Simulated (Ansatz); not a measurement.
All numbers below come from Ansatz, DFT PBE, scalar-relativistic, plane waves, PAW. Settings: cutoff 420 eV, Γ-centred meshes spaced at most about 0.3 Å⁻¹, and about 0.25 Å⁻¹ or finer for metals (2π included), Gaussian smearing. No spin polarisation in the final relaxations.

These are static total energies at zero pressure.

Two relaxed structures of GaSi3S2:

A.

```yaml
crystal:
  lattice:
    - [3.20264, 0.00000, 0.00000]
    - [0.00000, 3.20264, 0.00000]
    - [0.00000, 0.00000, 9.86012]
  atoms:
    - { symbol: Ga, position: [0.50000, 0.50000, 0.50000] }
    - { symbol: Si, position: [0.00000, 0.00000, 0.00000] }
    - { symbol: Si, position: [0.00000, 0.00000, 0.70766] }
    - { symbol: Si, position: [0.00000, 0.00000, 0.29234] }
    - { symbol: S, position: [0.50000, 0.50000, 0.81821] }
    - { symbol: S, position: [0.50000, 0.50000, 0.18179] }
```

B.

```yaml
crystal:
  lattice:
    - [4.75230, 0.00000, 0.00000]
    - [-2.37615, 4.11561, 0.00000]
    - [0.00000, 0.00000, 5.38971]
  atoms:
    - { symbol: Ga, position: [0.00000, 0.00000, 0.50000] }
    - { symbol: Si, position: [0.33333, 0.66667, 0.74050] }
    - { symbol: Si, position: [0.66667, 0.33333, 0.25950] }
    - { symbol: Si, position: [0.00000, 0.00000, 0.00000] }
    - { symbol: S, position: [0.33333, 0.66667, 0.14877] }
    - { symbol: S, position: [0.66667, 0.33333, 0.85123] }
```

Question: Which would you expect to be lower, and how large is the difference?

Answer: They are level within the accuracy (4 meV/atom apart, with B the lower in these runs). A has space group P4/mmm (No. 123), 16.9 Å³/atom and no gap on its mesh; B has space group P-3m1 (No. 164), 17.6 Å³/atom and no gap. The shortest distance is 2.51 Å (Si–S) in A and 2.20 Å (Si–S) in B. Even the lower one lies +0.39 eV/atom against the reference forms of the elements (uncorrected), so neither is stable at this level. In A, around Ga lie 8 Si at 3.05 Å, 2 S at 3.14 Å and 4 Ga at 3.20 Å; Si on a site of symmetry 4/mmm has 2 Si at 2.88 Å, 8 S at 2.89 Å and 4 Si at 3.20 Å; S is surrounded by 4 Si at 2.51 Å, 4 Si at 2.89 Å and 1 Ga at 3.14 Å; 1 more site not described. In B, Ga is surrounded by 2 Si at 2.69 Å, 6 Si at 3.03 Å and 6 S at 3.33 Å; Si on a site of symmetry 3m has 1 S at 2.20 Å, 3 S at 2.81 Å, 3 Ga at 3.03 Å and 3 Si at 3.08 Å; S has 1 Si at 2.20 Å, 6 Si at 2.81–2.86 Å, 3 S at 3.18 Å, 1 Si at 3.19 Å and 3 Ga at 3.33 Å; 1 more site not described. Both come from invented guesses. A third cell relaxed alike, in Cmmm, lies 77 meV/atom below the lower of the two.

The k mesh leaves some 4 meV/atom of noise in the energy of each metallic cell. Weakly bound directions are ill-defined at this level, which has no dispersion term (P4/mmm), and this can change margins and order among such cells. In P4/mmm, P-3m1 an odd number of electrons in the primitive cell allows no gap without spin; a larger cell or a magnetic state could open one. A magnetic state wasn't ruled out in cells without spin, among them P4/mmm, P-3m1. Cells relaxed within their symmetry can be saddle points.
